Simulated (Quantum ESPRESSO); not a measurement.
AlInGa₂P₄ (made-up cell) (calculated)

Computed with Quantum ESPRESSO 7.5. Calculation on a made-up crystal cell, not a measurement, rerun at a higher cutoff and a denser mesh: periodic Kohn-Sham density functional theory in plane waves with PseudoDojo standard norm-conserving scalar-relativistic pseudopotentials, each functional with its own files (v0.5 for PBE, v0.4.1 for LDA and PBEsol), no spin polarisation, no spin-orbit coupling, atoms not relaxed, stress positive in tension, energies less a fixed whole-eV offset for each atom's element; levels are Kohn-Sham levels at fractions of this cell's reciprocal vectors, counted from the reference band (half the neutral cell's valence electrons, rounded up) at Gamma; error bars give the change to or from the runs named with them, not the error of the files; each bar is the largest change over components, and at least 0.002 eV, 0.002 eV per angstrom or 0.02 GPa; energies are for the whole cell, and the offsets were chosen from early runs and are not element reference energies.

```json
{"formula": "AlInGa2P4", "kind": "made-up cell", "structure": {"cell_angstrom": [[5.5035, 0.0, 0.0], [0.0, 5.5035, 0.0], [0.0, 0.0, 5.5035]], "atoms_fractional": [["Ga", -0.00398, 0.00104, 0.00056], ["In", 0.00403, 0.48631, 0.4927], ["Al", 0.5039, 0.01116, 0.5011], ["Ga", 0.51049, 0.5072, 0.00778], ["P", 0.23285, 0.23187, 0.2389], ["P", 0.2483, 0.7452, 0.75228], ["P", 0.75837, 0.24379, 0.73882], ["P", 0.74762, 0.75027, 0.24828]]}, "given": {"lattice_type": "zincblende/diamond", "functional": "pbe", "cutoff [eV]": 1377, "fermi_dirac_smearing [eV]": 0.025, "scf_tolerance [eV]": 1e-07, "electrons_removed": 0, "k_mesh": "6 x 6 x 6, shifted by half a step", "atom_site": [1, 2, 3, 4, 5, 6, 7, 8], "atom_energy_offset [eV]": [-2080, -1808, -64, -2080, -189, -189, -189, -189]}, "results": {"free_energy_less_offsets [eV]": -1.369, "scf_iterations": 10, "smearing_term_minus_ts [eV]": 0.0, "pressure [GPa]": 6.747, "stress_xx [GPa]": -6.519, "stress_yy [GPa]": -6.802, "stress_zz [GPa]": -6.919, "stress_yz [GPa]": -1.403, "stress_xz [GPa]": -0.6205, "stress_xy [GPa]": -1.307, "force_site": [1, 2, 3, 4, 5, 6, 7, 8], "force_x [eV/angstrom]": [-0.3396, 0.2519, -0.7606, -0.738, 2.651, 1.149, -1.648, -0.566], "force_y [eV/angstrom]": [-0.9713, 1.262, -0.9062, -0.7689, -0.1491, 1.048, -0.6331, 1.119], "force_z [eV/angstrom]": [-0.8286, -0.0286, -0.2038, -0.6966, -0.6024, 0.565, 1.961, -0.1655], "error_bar_energy [eV]": 0.007643, "error_bar_stress [GPa]": 0.02, "error_bar_force [eV/angstrom]": 0.002, "error_bars_from": "change from the looser run of this cell"}}
```
